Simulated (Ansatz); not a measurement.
# Trial structures of CdTeSe4: starts and ends

Theory: DFT PBE, scalar-relativistic, plane waves, PAW (Ansatz 0.2.0). All cells share a 420 eV cutoff and Γ-centred k meshes spaced at most about 0.3 Å⁻¹ (about 0.25 or finer for metals, 2π included). No spin polarisation in the final relaxations.

Each guess was relaxed in cell and atoms at zero pressure, within the symmetry of its start. These are static total energies at zero pressure. Coordination counts Se or Te atoms around Cd (for each partner element, those within 1.25 times its shortest distance or 1.15 times the sum of covalent radii, where it is the nearest in units of that sum or under 1.3; a plus sign parts groups by distance over the sum of covalent radii; the shortest distance is added where it exceeds 1.18 times the sum of covalent radii).

| guess | made from | start group | V start (Å³/atom) | end group | V end (Å³/atom) | coordination at the end | gap on mesh (eV) | E over the lowest end (meV/atom) |
| --- | --- | --- | --- | --- | --- | --- | --- | --- |
| 1 | GdInPt4 type | F-43m | 26.9 | ? | ? | ? | ? | ? |
| 2 | random cell | P6/mmm | 34.4 | P6/mmm | 24.0 | Cd 14 from 3.3 Å | 0 | 247 |
| 3 | random cell | F-43m | 30.0 | F-43m | 39.9 | Cd 4 | 0 | 633 |
| 4 | MnFeSi4 type | P4/mmm | 25.8 | P4/mmm | 26.8 | Cd 8 | 0 | 0 |
| 5 | random cell | P6/mmm | 19.6 | P6/mmm | 23.7 | Cd 2+6 | 0 | 36 |

Guess 1 as it starts:

```
CELL_PARAMETERS angstrom
0.00000 4.31919 4.31919
4.31919 0.00000 4.31919
4.31919 4.31919 0.00000
ATOMIC_POSITIONS crystal
Cd 0.00000 0.00000 0.00000
Te 0.75000 0.75000 0.75000
Se 0.87355 0.37548 0.37548
Se 0.37548 0.37548 0.37548
Se 0.37548 0.87355 0.37548
Se 0.37548 0.37548 0.87355
```

Question: Fill in the missing row: what does this guess relax into, and where does it rank?

Answer: It ends in space group F-43m (No. 216), with a = 8.265 Å, 23.5 Å³/atom and no gap. It lies 0.42 eV/atom over the lowest end, above guess 2 and below guess 3. Counting Se or Te atoms around Cd, this end has Cd 16 from 3.4 Å and the lowest (guess 4) has Cd 8. The lowest (guess 4) holds Se–Se pairs (shortest 2.45 Å); in this end the shortest Se–Se distance is 2.87 Å, near bonding range too.

```
Cd Te Se
1.0
     0.00000    4.13235    4.13235
     4.13235    0.00000    4.13235
     4.13235    4.13235    0.00000
Cd Te Se
1 1 4
Direct
  0.00000 0.00000 0.00000
  0.75000 0.75000 0.75000
  0.37265 0.37265 0.37265
  0.88205 0.37265 0.37265
  0.37265 0.37265 0.88205
  0.37265 0.88205 0.37265
```

The zero of energy is the elements' standard structures at the same level; no fitted shifts are applied.

Question: Is the lowest end bound against the elements?

Answer: No: its formation energy is +0.13 eV/atom. It can't be a ground state, since the elements alone are lower.

Spin–orbit coupling, which can matter for Te, is left out. A magnetic state wasn't ruled out in cells without spin, among them F-43m at 39.9 Å³/atom. The reference forms of Se and Te are held partly by dispersion forces, which this level lacks. Cells relaxed within their symmetry can be saddle points. A lower structure may well exist outside this small set. Some candidate types were left out of the draw beforehand, so a known form may be missing.
